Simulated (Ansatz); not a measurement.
The start is a generated trial cell of YN in the rocksalt structure type. The cell and all atomic positions are relaxed at zero pressure with r2SCAN (plane waves to 500 eV, PAW, scalar-relativistic; Ansatz, a quantum-chemistry and plane-wave program). The first steps use a 12×12×12 k-mesh.

Initial structure:
```
YN
1.0
    0.00000     2.35727     2.35727
    2.35727     0.00000     2.35727
    2.35727     2.35727     0.00000
N Y
1 1
Cartesian
  0.00000   0.00000   0.00000
  2.35727   2.35727   2.35727
```

- Outcome: The space group stays Fm-3m (No. 225) (the run could not lower it); the end is rock salt type, with 2 atoms in the primitive cell
- Energy released: 0.11 eV/atom
- Shortest distances (start → end): The closest pairs of elements (up to four, under 3.6 Å), start → end: N–Y 2.36 → 2.45 Å; N–N 3.33 → 3.46 Å; Y–Y 3.33 → 3.46 Å
- Band gap at the end: 0.58 eV, indirect (valence top at Γ, conduction bottom at k = (0, -0.5, -0.5)) (no spin-orbit coupling)
- Optimiser moves: 4

Final structure:

```cif
data_N4Y4
_chemical_formula_sum 'N4 Y4'
_space_group_name_H-M_alt 'Fm-3m'
_space_group_IT_number 225
_space_group_name_Hall '-F 4 2 3'
_cell_length_a 4.89549
_cell_length_b 4.89549
_cell_length_c 4.89549
_cell_angle_alpha 90.000
_cell_angle_beta 90.000
_cell_angle_gamma 90.000
loop_
_atom_site_label
_atom_site_type_symbol
_atom_site_symmetry_multiplicity
_atom_site_Wyckoff_symbol
_atom_site_fract_x
_atom_site_fract_y
_atom_site_fract_z
_atom_site_occupancy
N1 N 4 a 0.00000 0.00000 0.00000 1
Y1 Y 4 b 0.50000 0.50000 0.50000 1
```
(The calculation used a cell of 2 atoms; values per cell refer to that cell.)

No spin polarisation in the result.

The run could not lose the symmetry of its start; a randomly shaken copy of 2 atoms returns to this structure.

All atoms sit on sites fixed by symmetry, so only the cell could relax.
